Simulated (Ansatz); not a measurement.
Two states of Gd$_{2}$CoSi$_{2}$

```
CELL_PARAMETERS angstrom
5.31038 2.09278 0.00000
5.31038 -2.09278 0.00000
4.92853 0.00000 -8.85482
ATOMIC_POSITIONS crystal
Si 0.34950 0.34950 0.56510
Si 0.65050 0.65050 0.43490
Gd 0.18848 0.18848 0.89491
Gd 0.81152 0.81152 0.10509
Gd 0.99928 0.99928 0.67342
Gd 0.00072 0.00072 0.32658
Co 0.27260 0.27260 0.37700
Co 0.72740 0.72740 0.62300
Si 0.49700 0.49700 0.87530
Si 0.50300 0.50300 0.12470
```

Level: r2SCAN; 500 eV; 5×5×2 Γ-centred mesh; fermi-dirac occupations (width 0.1 eV); Ansatz 0.2.0, fixed geometry.

State A: Gd3 up, Gd4 up, Gd5 up, Gd6 up, Co7 down, Co8 down (collinear spin). State B: Gd3 up, Gd4 up, Gd5 up, Gd6 up, Co7 up, Co8 up (collinear spin).

Task: Compare the two self-consistent states.

Result: State A is lower by 14.0 meV an atom at zero smearing; in free energy at this smearing B lies +13.2 meV an atom from A.

| state | free energy (meV/atom) | largest moment in a small sphere (μB) | net moment (μB/cell) | gap on mesh (eV) | pressure (GPa) | largest force (eV/Å) |
| --- | --- | --- | --- | --- | --- | --- |
| A | 0.0 | 7.24 | 27.94 | metal | -1.7 | 0.37 |
| B | 13.2 | 7.21 | 31.52 | metal | -2.1 | 0.58 |

Origin: a database entry at a rescaled volume. Caveats: the k mesh is coarse if the cell is a metal; f shells without a U or exact exchange are poorly placed.
